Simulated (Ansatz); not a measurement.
The start is a randomly generated symmetric cell of ZrS2 (space group No. 65). Cell shape, volume and atoms are optimised at zero target pressure with PBEsol (plane waves to 420 eV, PAW, scalar-relativistic; Ansatz, a program for electronic structure). The first steps use a coarse 7×7×4 k-mesh.

The start:
```yaml
crystal:
  lattice:
    - [2.16865, -2.27602, 0.00000]
    - [2.16865, 2.27602, 0.00000]
    - [0.00000, 0.00000, 6.51756]
  atoms:
    - { symbol: S, position: [0.50000, 0.50000, 0.00000] }
    - { symbol: S, position: [0.00000, 0.00000, 0.00000] }
    - { symbol: Zr, position: [0.00000, 0.00000, 0.50000] }
```

Problem. What pressure does the first self-consistent step give?

Solution. +3 GPa (positive: the cell is compressed).

Problem. Does the structure survive the relaxation? Give the final space group.

Solution. The space group goes from Cmmm (No. 65) to P4/mmm (No. 123), with 3 atoms in the primitive cell.

Problem. How does the volume change?

Solution. -5.4 %, from 21.45 to 20.28 Å³/atom.

Problem. What band gap does the relaxed structure have at this level?

Solution. Zero (metallic).

Problem. Give the final cell and atomic positions.

Solution. 
```cif
data_S2Zr
_chemical_formula_sum 'S2 Zr1'
_space_group_name_H-M_alt 'P4/mmm'
_space_group_IT_number 123
_space_group_name_Hall '-P 4 2'
_cell_length_a 3.52971
_cell_length_b 3.52971
_cell_length_c 4.88439
_cell_angle_alpha 90.000
_cell_angle_beta 90.000
_cell_angle_gamma 90.000
loop_
_atom_site_label
_atom_site_type_symbol
_atom_site_symmetry_multiplicity
_atom_site_Wyckoff_symbol
_atom_site_fract_x
_atom_site_fract_y
_atom_site_fract_z
_atom_site_occupancy
S1 S 1 c 0.50000 0.50000 0.00000 1
S2 S 1 a 0.00000 0.00000 0.00000 1
Zr1 Zr 1 b 0.00000 0.00000 0.50000 1
```

Final values are on a 13×13×10 k-mesh of the relaxed cell. No spin polarisation in the result. A magnetic state may lie lower.

The run could not lose the symmetry of its start, so the end can be a saddle point.

All atoms sit on sites fixed by symmetry, so only the cell could relax.

The relaxed structure here is a generated cell of ZrS2: the first start was made by a random draw of sites in a space group, and the end was not matched to a known phase here, so it may be hypothetical. Known forms of ZrS2 include space group No. 164.
